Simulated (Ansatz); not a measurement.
CsPH$_{2}$O$_{4}$:
Space group P2₁ (No. 4); a = 4.890 Å, b = 6.277 Å, c = 7.849 Å, α = 90.00°, β = 105.13°, γ = 90.00°

| atom | site | symmetry | x | y | z |
|---|---|---|---|---|---|
| Cs | 2a | 1 | 0.2758 | 0.2193 | 0.7331 |
| H | 2a | 1 | 0.0281 | 0.9800 | 0.0195 |
| H | 2a | 1 | 0.6758 | 0.2250 | 0.3483 |
| P | 2a | 1 | 0.2009 | 0.2290 | 0.2356 |
| O | 2a | 1 | 0.2082 | 0.0174 | 0.1280 |
| O | 2a | 1 | 0.1990 | 0.4245 | 0.1184 |
| O | 2a | 1 | 0.0338 | 0.7246 | 0.6710 |
| O | 2a | 1 | 0.4879 | 0.2237 | 0.3857 |

Relaxed with PBEsol. Plane-wave PAW PBEsol (Ansatz code) gives a gap of 5.28 eV.

Problem. What gap does HSE06 give on the same cell (Ansatz, PAW)?

Solution. 7.11 eV, 1.82 eV more. The hybrid was solved on a coarser mesh and at special points; its gap is the smallest among all of these.

Cost on shared cores: the PBEsol run (SCF on a 6×5×4 mesh, then bands and DOS) about 6 core-minutes (a rough figure), the HSE06 run (SCF on 4×3×2, then a few points) very roughly 6 core-minutes; the tasks are unlike.

Space group P2_1. The workflow started from a Materials Project entry (that database holds measured and hypothetical structures alike); the Crystallography Open Database files this formula in space group No. 4, but the cells were not matched. Its standing as an ambient phase is unchecked. Symmetry was held in the PBEsol relaxation; of distortions, only those at the zone centre were tested. Scalar-relativistic: spin–orbit coupling is off unless named, which matters more the heavier the elements.

Potentials: the later of the program's two PAW sets.
